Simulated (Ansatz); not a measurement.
SnTe (rock salt)

```yaml
crystal:
  lattice:
    - [0.00000, 3.18510, 3.18510]
    - [3.18510, 0.00000, 3.18510]
    - [3.18510, 3.18510, 0.00000]
  atoms:
    - { symbol: Te, position: [0.00000, 0.00000, 0.00000] }
    - { symbol: Sn, position: [0.50000, 0.50000, 0.50000] }
```

In each cell atom 2 (Sn, nearest neighbour Te at 3.185 Å; its periodic images, 4.5 Å or more away, move with it) moves by s·(-1.000, 0.000, 0.000) (towards the nearest neighbour), the rest being held.

The numbers are results of r2SCAN (plane waves to 500 eV, PAW, scalar-relativistic; Ansatz, a quantum-chemistry and plane-wave program), not measurements. k mesh 7×7×7 (Γ-centred), Fermi-Dirac smearing 0.05 eV. Energies are smeared free energies. SnTe was relaxed with its symmetry unable to fall. Spin-orbit coupling is left out, though Te is heavy. The zero of ΔE is the undisplaced structure.

Successive frames, forces in eV/Å:

```json
[
 {"frame": "s = -0.320 Å", "ΔE (meV/cell)": "20.3", "F on Te1": "(0.398, 0.000, 0.000)", "F on Sn2": "(-0.398, 0.000, 0.000)"},
 {"frame": "s = -0.256 Å", "ΔE (meV/cell)": "2.4", "F on Te1": "(0.174, 0.000, 0.000)", "F on Sn2": "(-0.174, 0.000, 0.000)"},
 {"frame": "s = -0.192 Å", "ΔE (meV/cell)": "-3.8", "F on Te1": "(0.034, 0.000, 0.000)", "F on Sn2": "(-0.034, 0.000, 0.000)"},
 {"frame": "s = -0.128 Å", "ΔE (meV/cell)": "-3.5", "F on Te1": "(-0.031, 0.000, 0.000)", "F on Sn2": "(0.031, 0.000, 0.000)"}
]
```

What are the energy and the forces in the next frame, s = -0.064 Å?

ΔE (meV/cell) = -1.2.

```json
[
 {"atom": "Te1", "Fx": "-0.033", "Fy": "0.000", "Fz": "0.000"},
 {"atom": "Sn2", "Fx": "0.033", "Fy": "0.000", "Fz": "0.000"}
]
```

(A displaced cell: forces are minus the slopes of the energy, force constants its curvatures, and phonons follow from these.)
